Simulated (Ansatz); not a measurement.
# A table of calculated 137Ba parameters

All values are calculated (Ansatz; DFT, r2SCAN, plane waves and PAW, scalar-relativistic, 500 eV cutoff), not measured. Q = 236.0 mb (Pyykkö 2018), I = 3/2. The cells come from the COD and the Materials Project (computed, not necessarily observed phases), with the atoms as given or relaxed (PBE, cell held). Calculated pressures reach 5 GPa in size and forces 0.4 eV/Å in them. Spin–orbit coupling is left out, which moves gradients at and beside heavy atoms (Ba, Ce, Hf) by some per cent and at some sites by far more. At most two sites a crystal are listed; metals, magnetic cells and gradients under 0.03 × 10²¹ V/m² (0.12 where the gap is under 1 eV) that symmetry doesn't force to zero are left out, and those under about 0.1 are uncertain even in sign.

```csv
crystal,space group,first shell of Ba,C_Q (MHz),η
Ba5Hf2N6,C2/c,"2 N at 2.64 Å, angle 114°",58.9,0.85
BaSrCeZrO6,P-1,3 O at 2.68–2.70 Å; also 6 O at 2.92–3.28 Å,-36.9,0.42
Ba5Hf2N6,C2/c,5 N at 2.66–3.19 Å,49.4,0.36
Ba5Zr2N6,C2/c,5 N at 2.65–3.17 Å,50.9,0.31
Ba5Zr2N6,C2/c,5 N at 2.66–3.06 Å,92.5,0.37
Ba3Al3N5,P-1,5 N at 2.67–2.91 Å,-135,0.98
Ba3Al3N5,P-1,"6 N at 2.66–3.32 Å; also 5 Al at 3.26–3.57 Å, 4 Ba at 3.47–3.69 Å, 1 N at 3.67 Å",128,0.73
BaZnPF,P4/nmm,"4 F at 2.63 Å, 4 P at 3.40 Å",-3.57,0.00
Ba2ZnP2,Ibam,"2 Zn at 3.20 Å, 6 P at 3.30–3.46 Å",-32.6,0.62
Ba2MgC6N6O6,R-3,"3 N at 2.81 Å, 6 O at 2.86–2.91 Å",65.5,0.00
BaSrYNbO6,P-1,12 O at 2.74–3.49 Å,-18.6,0.89
```

By the number of first neighbours, |C_Q| spans 49 to 135 MHz with 5, 3.6 to 33 MHz with 8.

Where η is near 1 the sign of C_Q means little.

In Ba2ZnP2, BaZnPF small gradients can still move by 0.1 × 10²¹ V/m² or more with the k-mesh.

The crystals are a selection from a larger pool of database entries, not a random sample of it.
